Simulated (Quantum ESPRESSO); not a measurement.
Field gradients of CsPbIBr2 from the PAW reconstruction of the field gradient on a scalar-relativistic PBE ground state (a modified build of Quantum ESPRESSO, JTH datasets), 20 Ha, k-mesh 4×4×4 through Γ:

```
CsPbBr2I
1.0
    5.98037     0.00000     0.00000
    0.00000     5.98037     0.00000
    0.00000     0.00000     6.45234
Cs Pb I Br
1 1 1 2
Direct
  0.00000   0.00000   0.00000
  0.50000   0.50000   0.50000
  0.50000   0.50000   0.00000
  0.00000   0.50000   0.50000
  0.50000   0.00000   0.50000
```
The cell was made here from a computed Materials Project entry: one of 3 Br replaced by I, cell and atoms relaxed (PBE without dispersion, pw.x of Quantum ESPRESSO, symmetry kept). The parent is CsPbBr3 in Pm-3m. The swapped cell is a model, not a known phase. Stability against distortions was not tested.

Vzz is the sum of three terms, each taken along its main axis: the smooth valence density, the ions (nucleus and frozen core) with the augmentation charges of all other spheres, and the all-electron minus smooth density in the atom's own sphere. The split hangs on the datasets.  Cores are frozen. Against all-electron runs on small test molecules, this scheme's |Vzz| missed by −5 % on Br. Cs, I had no test against all-electron runs. Spin–orbit coupling is left out, a limit on Cs, I.

```
site             smooth valence density  ions and other spheres  own sphere  Vzz (a.u.)
---------------  ----------------------  ----------------------  ----------  ----------
Cs (atom 1)                      -0.001                   0.001         [?]         [?]
I (atom 3)                       -0.061                   0.093         [?]         [?]
Br (atoms 4, 5)                  -0.069                   0.127         [?]         [?]
```

**Question.** What belongs in the gaps?

**Answer.** 
- Cs (atom 1), own sphere: 0.065
- Cs (atom 1), Vzz (a.u.): 0.065
- I (atom 3), own sphere: 3.046
- I (atom 3), Vzz (a.u.): 3.078
- Br (atoms 4, 5), own sphere: 2.124
- Br (atoms 4, 5), Vzz (a.u.): 2.181
